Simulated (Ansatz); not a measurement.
SrCuSi:
```xyz
6
Lattice="4.0806 0.0000 0.0000 -2.0403 3.5339 0.0000 0.0000 0.0000 9.4105" Properties=species:S:1:pos:R:3 pbc="T T T"
Sr     0.0000     0.0000     4.7053
Sr     0.0000     0.0000     0.0000
Si     2.0403     1.1780     7.0579
Si     0.0000     2.3559     2.3526
Cu     2.0403     1.1780     2.3526
Cu     0.0000     2.3559     7.0579
```

Relaxed with r²SCAN. Special points in fractions of this cell's reciprocal vectors: Γ (0.000, 0.000, 0.000); M (0.500, 0.000, 0.000); K (0.333, 0.333, 0.000); A (0.000, 0.000, 0.500); L (0.500, 0.000, 0.500); H (0.333, 0.333, 0.500).

Problem. List the band energies nearest the Fermi level at these points for the program Ansatz at the r²SCAN level (PAW).

Solution. In eV from the Fermi level; about four levels below and three above (degenerate sets whole), none deeper than 8.9 eV; points with the same levels are listed once.

```csv
k,below,above
Γ,-2.84 -2.84 -2.72 -0.67,1.33 1.47 1.47
M,-2.69 -0.53 -0.42 -0.20,0.03 0.55 1.60
K,-2.52 -2.52 -1.89 -0.03 -0.03,1.53 1.53 3.87 3.87
A,-2.87 -2.87 -2.87 -2.87 -2.02 -2.02,1.79 1.79 1.79 1.79
L,-0.27 -0.27 -0.24 -0.24,1.12 1.12 3.28 3.28
H,-2.52 -2.52 -2.32 -2.32,0.06 0.06 1.26 1.26
```

Space group P6_3/mmc. The workflow started from a Materials Project entry (that database holds measured and hypothetical structures alike); the Crystallography Open Database copy checked does not list it. With Si and Cu taken as one species the cell has the higher symmetry P6/mmm, so it may be an ordered model of a mixed-site phase. Whether it is the stable phase at ambient conditions was not checked. The r²SCAN relaxation kept the symmetry of its start; its stability against distortions is not shown here. The run is not spin-polarised. Scalar-relativistic: spin–orbit coupling is off unless named, which matters more the heavier the elements.

Potentials: the later of the program's two PAW sets.
